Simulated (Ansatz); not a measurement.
Ta$_{2}$N in space group P4/nmm (No. 129; Ta on 2a, Ta on 2c, N on 2c) at seven volumes, PBE (plane waves, PAW; program Ansatz), shape and atoms relaxed at each. One row is withheld.

| V (Å³/atom) | P (GPa) |
|---|---|
| 12.618 | 23.82 |
| 13.033 | 14.56 |
| 13.449 | ? |
| 13.865 | 0.00 |
| 14.281 | -5.84 |
| 14.697 | -10.84 |
| 15.113 | -14.74 |

Fit the shown pressures and predict the withheld one.

P = (3/2)B₀(x^(7/2) − x^(5/2))[1 + (3/4)(B′ − 4)(x − 1)] with x = (V₀/V)^(2/3). Least squares on the six rows gives V₀ = 13.859 Å³/atom, B₀ = 207 GPa, B′ = 4.36. At V = 13.449, x = 1.0202 and P = 6.64 GPa. The run itself gave 6.73 GPa.

A made-up cell: these elements were put on the sites of a structure type; neither database checked (COD, Materials Project) lists it. Whether it is the stable phase at ambient conditions was not checked. The PBE relaxation kept the symmetry of its start; whether a distortion lowers the energy is not shown. The run is not spin-polarised. Spin–orbit coupling is left out wherever it is not named.

Potentials: the later of the program's two PAW sets.
